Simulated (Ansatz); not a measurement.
## Equation of state of HgPd

```
CELL_PARAMETERS angstrom
3.02995 0.00000 0.00000
0.00000 3.02995 0.00000
0.00000 0.00000 3.69200
ATOMIC_POSITIONS crystal
Hg 0.00000 0.00000 0.00000
Pd 0.50000 0.50000 0.50000
```

The cell is COD entry 1537801, as deposited and not checked against the literature; nothing was relaxed.

Spin polarisation is left out, and whether a magnetic state lies lower isn't shown here.

No spin–orbit coupling, which matters for the heavy atoms here.

All numbers are computed: DFT, PBEsol, all-electron LAPW, scalar-relativistic (Ansatz 0.2.0); DFT, PBEsol, PAW with Ansatz's default frozen-core files, scalar-relativistic (Ansatz 0.2.0).

For LAPW: a Γ-centred 11×11×9 k mesh, Fermi–Dirac smearing of 0.05 eV, basis error target 0.5 meV/atom, no spin polarisation. PAW takes a cutoff of 420 eV at this cell (files made with PBE, cores remade for this functional). The Ansatz runs share mesh, smearing and spin set-up. Plane-wave (PAW) pressures include the program's estimate of the Pulay term.

The cell above is scaled evenly, with fractional coordinates and shape held.

```csv
V/V(cell),V (Å³/atom),"P, LAPW (GPa)","P, PAW (GPa)"
0.9400,15.931,10.88,10.89
0.9600,16.270,6.77,6.79
0.9800,16.608,3.18,3.19
0.9900,16.778,1.55,1.57
1.0000,16.947,0.03,0.05
1.0100,17.117,?,?
1.0200,17.286,-2.71,-2.69
1.0400,17.625,-5.10,-5.08
1.0600,17.964,-7.19,-7.17
```

(1) Fill in the row V/V(cell) = 1.0100.

(2) What do Birch–Murnaghan fits to the pressures give?

Answers

(1) P, LAPW (GPa) = -1.38, P, PAW (GPa) = -1.36.

(2) LAPW: V0 = 16.95 Å³/atom, B0 = 146 GPa, B0′ = 5.8; PAW: V0 = 16.95 Å³/atom, B0 = 146 GPa, B0′ = 5.8.
